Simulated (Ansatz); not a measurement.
## Notes on SrCd₂Ag₂

```xyz
5
Lattice="2.2699 3.9316 0.0000 -2.2699 3.9316 0.0000 0.0000 0.0000 7.5410" Properties=species:S:1:pos:R:3 pbc="T T T"
Sr    0.0000    0.0000    0.0000
Cd   -0.0002    2.6212    4.7569
Cd    0.0002    5.2420    2.7841
Ag   -0.0002    2.6212    1.8913
Ag    0.0002    5.2420    5.6497
```

Level: r2SCAN, no spin polarisation; 500 eV; 7×7×4 Γ-centred mesh; gaussian occupations (width 0.0166 eV); Ansatz 0.2.0, fixed geometry.

(1) What happens at the Fermi level?

(2) What does the stress say?

(3) Which atom feels the largest force, and which way?

(4) What do density and ELF say about some of the short contacts?

Origin: a known structure type with other elements, at an estimated volume, so it need not be a known compound.

Answers

(1) It is a metal, with about 1.9 states/eV a cell as the mean within 0.25 eV of the Fermi level.

(2) The pressure is 1.1 GPa (compression positive), so with the atoms held at these fractions the cell would first expand. The principal stresses -0.7, 2.1, 2.1 GPa differ, so its shape would change too.

(3) The largest is on Ag4 (and as large on other atoms): 0.18 eV/Å, components (0.00, 0.00, 0.18). It makes 71° with the line to a nearest neighbour, Cd3 at 2.77 Å.

(4) Cd–Ag at 2.77 Å: least valence density 0.27 e/Å³ and ELF 0.20 there. Sr–Ag at 3.23 Å: least valence density 0.11 e/Å³ and ELF 0.09 there. Both are smooth PAW fields, read partly inside the augmentation spheres.
